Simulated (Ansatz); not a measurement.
Input:

Starting cell, InP (zinc blende):

```
CELL_PARAMETERS angstrom
      0.00000     5.95980     5.95980
      2.97990     2.97990     5.95980
      2.97990     2.97990     0.00000
ATOMIC_POSITIONS crystal
  P  0.00000 0.75000 0.75000
  P  0.50000 0.75000 0.75000
  In 0.00000 0.00000 0.00000
  In 0.50000 0.00000 0.00000
```

The atoms are displaced by Q × the pattern below (from a DFPT mode at X = (0.5, 0.5, 0.0), largest move 1; Q in Å), at fixed cell. (q is in reciprocal vectors of the primitive cell; the cell shown is doubled to hold the pattern.)

```json
[
 {"atom": "P1", "x": "0.000", "y": "0.000", "z": "1.000"},
 {"atom": "P2", "x": "0.000", "y": "0.000", "z": "-1.000"}
]
```

Atoms not listed stay in place.

Method: PBE (plane waves to 420 eV, PAW, scalar-relativistic; Ansatz, a first-principles code). k mesh 10×10×10 (Γ-centred), Fermi-Dirac smearing 0.05 eV. E stands for the smeared free energy. InP was relaxed with its symmetry unable to fall. The PAW data are Ansatz's earlier set. ΔE is measured from the undisplaced structure.

The scan covers Q from -0.180 to 0.180 Å in 13 points.

### Question
Which space group does the distorted structure have?

### Answer
P-4m2 (No. 115), lowered from F-43m.

### Question
What is the energy change at Q = 0.180 Å?

### Answer
343 meV/cell.

### Question
What harmonic wavenumber does the curvature at Q = 0 give?

### Answer
306 cm⁻¹.

(For displaced atoms, the force is minus the slope of the energy, and its curvature is a force constant, which sets phonon frequencies.)
